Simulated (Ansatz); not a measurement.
InGaSbAs in space group Pmm2 (No. 25; Pearson symbol oP8), plane-wave PAW PBEsol (Ansatz code), all energies at zero smearing, with the estimated change up to a 700 eV cutoff added, with one set of potentials and settings (totals compare only within such a set). Cell of 8 atoms (2 In, 2 As, 2 Ga, 2 Sb): -40980.933 eV.

```
element              reference phase  E (eV/atom)
-------  ---------------------------  -----------
In       I4/mmm, 1 atoms in the cell   -5525.4724
As         R-3m, 2 atoms in the cell   -4813.0298
Ga         Cmce, 4 atoms in the cell   -3743.2073
Sb         R-3m, 2 atoms in the cell   -6408.1643
```

Formation energy per atom, worked out: (-40980.933 − 2×(-5525.4724) − 2×(-4813.0298) − 2×(-3743.2073) − 2×(-6408.1643))/8 = -0.148 eV/atom (-14 kJ per mol of atoms), at 0 K, without zero-point energy or fitted corrections.

The start of the workflow was typed in or built on a structure type; neither database checked (COD, Materials Project) lists it. Whether it is the stable phase at ambient conditions was not checked. The cell was relaxed with PBEsol under the symmetry of its start; its stability against distortions is not shown here. The references are the lowest solids computed at this level, not always the standard phases. Spin–orbit coupling is left out wherever it is not named.

Potentials: the earlier of the program's two PAW sets. The files were generated under PBE; for other functionals the program regenerates the frozen cores, and for LDA and PBEsol the local potential too.
